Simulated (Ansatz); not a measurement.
Here is the system:

SiC:
```yaml
crystal:
  lattice:
    - [3.05634, 0.00000, 0.00000]
    - [-1.52817, 2.64687, 0.00000]
    - [0.00000, 0.00000, 5.01605]
  atoms:
    - { symbol: Si, position: [0.33333, 0.66667, 0.49960] }
    - { symbol: Si, position: [0.66667, 0.33333, 0.99960] }
    - { symbol: C, position: [0.33333, 0.66667, 0.87540] }
    - { symbol: C, position: [0.66667, 0.33333, 0.37540] }
```

This is the LDA-relaxed structure. x, y and z are the axes in which the lattice vectors are written.

**Question.** All from LDA in the plane-wave PAW code Ansatz, unless another level is named. Estimate the hole effective mass, band 2 of 2 at the edge.

**Answer.** 0.33 along x, 1.6 along z (mₑ).

**Question.** And the formation energy from the elements (no fitted shifts)?

**Answer.** -0.28 eV/atom.

Space group P6_3mc (wurtzite). The cell was relaxed with LDA under the symmetry of its start; phonons on a q-mesh show no instability. The references are the lowest solids computed at this level, not always the standard phases.

Potentials: the earlier of the program's two PAW sets.

Edges and masses are those of Kohn–Sham bands, whose gap is no quasiparticle gap.
